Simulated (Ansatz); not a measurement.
Y2In:
```yaml
crystal:
  lattice:
    - [5.39213, 0.00000, 0.00000]
    - [-2.69606, 4.66972, 0.00000]
    - [0.00000, 0.00000, 6.77480]
  atoms:
    - { symbol: Y, position: [0.33333, 0.66667, 0.75000] }
    - { symbol: Y, position: [0.66667, 0.33333, 0.25000] }
    - { symbol: In, position: [0.33333, 0.66667, 0.25000] }
    - { symbol: In, position: [0.66667, 0.33333, 0.75000] }
    - { symbol: Y, position: [0.00000, 0.00000, 0.00000] }
    - { symbol: Y, position: [0.00000, 0.00000, 0.50000] }
```

Relaxed with r²SCAN.

**Question.** Map the valence electron density (e/Å³), cut off at 2 on the plane through (0.333, 0.667, 0.750) spanned by u = [0, 0, 1] and v = [1, -1, 0] in lattice vectors, from r²SCAN (plane waves, PAW; program Ansatz).

**Answer.** x is the fraction of u, y of v (the angle between them is 90°; rows are the nearest grid lines); atoms in the plane: Y at (0.00, 0.00), Y at (0.50, 0.33), In at (0.50, 0.00), In at (0.00, 0.33), Y at (0.25, 0.67), Y at (0.75, 0.67).
```
y \ x   0.000  0.0882  0.176  0.265  0.353  0.441  0.559  0.647  0.735  0.824  0.912   1.00
------  -----  ------  -----  -----  -----  -----  -----  -----  -----  -----  -----  -----
1.00     2.00    2.00  0.228  0.138  0.504   2.00   2.00  0.504  0.138  0.228   2.00   2.00
0.925    1.99   0.772  0.116  0.113  0.254   1.21   1.21  0.254  0.113  0.116  0.772   1.99
0.850   0.134   0.100  0.076  0.089  0.126  0.179  0.179  0.126  0.089  0.076  0.100  0.134
0.775   0.111   0.119  0.287  0.478  0.203  0.123  0.123  0.203  0.478  0.287  0.119  0.111
0.700   0.113   0.291   2.00   2.00   1.56  0.157  0.157   1.56   2.00   2.00  0.291  0.113
0.625   0.113   0.266   2.00   2.00   1.36  0.151  0.151   1.36   2.00   2.00  0.266  0.113
0.550   0.125   0.127  0.218  0.324  0.155  0.109  0.109  0.155  0.324  0.218  0.127  0.125
0.450   0.373   0.248  0.131  0.086  0.092  0.254  0.254  0.092  0.086  0.131  0.248  0.373
0.375    2.00    1.94  0.231  0.113  0.380   2.00   2.00  0.380  0.113  0.231   1.94   2.00
0.300    2.00    2.00  0.243  0.116  0.435   2.00   2.00  0.435  0.116  0.243   2.00   2.00
0.225   0.497   0.292  0.137  0.092  0.111  0.357  0.357  0.111  0.092  0.137  0.292  0.497
0.150   0.169   0.130  0.093  0.090  0.119  0.179  0.179  0.119  0.090  0.093  0.130  0.169
0.0750   1.96   0.772  0.119  0.114  0.253   1.22   1.22  0.253  0.114  0.119  0.772   1.96
0.000    2.00    2.00  0.228  0.138  0.504   2.00   2.00  0.504  0.138  0.228   2.00   2.00
```

The density is the valence pseudo-density with augmentation charge, so density and ELF within about 1 Å of a nucleus are not all-electron values.

Space group P6_3/mmc. The workflow started from an entry of the Crystallography Open Database (COD). Whether it is the stable phase at ambient conditions was not checked. The cell was relaxed with r²SCAN under the symmetry of its start; its stability against distortions is not shown here. The run is not spin-polarised.

Potentials: the later of the program's two PAW sets.
